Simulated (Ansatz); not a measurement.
Si2W:
```xyz
6
Lattice="0.0000 3.9703 4.4892 2.2953 0.0000 4.4892 2.2953 3.9703 0.0000" Properties=species:S:1:pos:R:3 pbc="T T T"
Si     2.2953     5.2700     4.4892
Si     2.2953     2.6706     4.4892
Si     3.4430     4.6558     6.7337
Si     3.4430     7.2551     6.7337
W      0.0000     0.0000     0.0000
W      1.1477     1.9852     2.2446
```

Relaxed with PBE. Special points in fractions of this cell's reciprocal vectors: Γ (0.000, 0.000, 0.000); Y (0.500, 0.000, 0.500); T (1.000, 0.500, 0.500); Z (0.500, 0.500, 0.000); Σ0 (0.000, 0.399, 0.399); U0 (1.000, 0.601, 0.601); C0 (0.500, 0.232, 0.732); A0 (0.500, 0.768, 0.268); L (0.500, 0.500, 0.500).

**Question.** List the band energies nearest the Fermi level at these points for PBE (plane waves, PAW; program Ansatz).

**Answer.** In eV from the Fermi level; about four levels below and three above (degenerate sets whole), none deeper than 8.9 eV; points with the same levels are listed once.

```tsv
k	below	above
Γ	-3.24 -2.49 -2.33 -2.16	0.44 1.15 2.45
Y	-2.79 -2.79 -0.32 -0.32	2.27 2.27 3.14 3.14
T	-2.44 -2.44 -1.32 -1.32	1.35 1.35 2.80 2.80
Z	-2.21 -2.21 -1.67 -1.67	2.69 2.69 2.72 2.72
Σ0	-1.94 -1.76 -1.19 -1.06	0.33 1.85 2.68
C0	-2.77 -2.77 -0.21 -0.21	0.89 0.89 2.21 2.21
L	-2.95 -2.18 -1.77 -0.58	0.08 0.24 1.39
```

Space group Fddd. The cell is a constructed one: a structure type filled with these elements; neither database checked (COD, Materials Project) lists it. It is not the phase usual at ambient conditions (space group No. 139). The PBE relaxation kept the symmetry of its start; whether a distortion lowers the energy is not shown. The run is not spin-polarised. Spin–orbit coupling is left out wherever it is not named.

Potentials: the later of the program's two PAW sets.
